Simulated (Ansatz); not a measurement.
The cell below belongs to a search over invented structures; it isn't taken from experiment.

Input and command of a plane-wave DFT calculation in Ansatz:

```yaml
crystal:
  lattice:
    - [3.2003357471, 0.0, 0.0]
    - [-1.6001678736, 2.7715720576, 0.0]
    - [0.0, 0.0, 13.0342559955]
  atoms:
    - { symbol: Hf, position: [0.0, 0.0, 0.0] }
    - { symbol: Hf, position: [0.6666666667, 0.3333333333, 0.7883480823] }
    - { symbol: Hf, position: [0.3333333333, 0.6666666667, 0.2116519177] }
    - { symbol: Hf, position: [0.6666666667, 0.3333333333, 0.4013249299] }
    - { symbol: Hf, position: [0.3333333333, 0.6666666667, 0.5986750701] }
    - { symbol: H, position: [0.0, 0.0, 0.1514969351] }
    - { symbol: H, position: [0.0, 0.0, 0.8485030649] }
basis:
  ecutwfc: 420
kpoints:
  mp_grid: { grid: [12, 12, 4] }
hamiltonian:
  xc: pbe
scf:
  occupations: { method: gaussian, width: 0.1 }
output:
  forces: true
  stress: true
  eigenvalues: true
relax:
  adjacent_minimum: "off"
  f_tol: 0.01
  max_steps: 30
  cell: { stress_tol: 0.1, fix: [volume] }
```

```bash
ansatz run input.yaml --threads 1 --pin off --max-ram 2560MiB --backend cpu --events-out ev --progress --plain --runs-dir out
```

Processor: Intel(R) Xeon(R) 6975P-C (Granite Rapids), 1 thread, on a host shared with other jobs.

Question: Estimate time, memory and problem size.

Answer: About 110 s, peak memory 0.75 GiB. It solves 80 bands at 69 k points (after reduction by symmetry) with about 2287 plane waves, in 35 SCF iterations over 4 ionic steps.
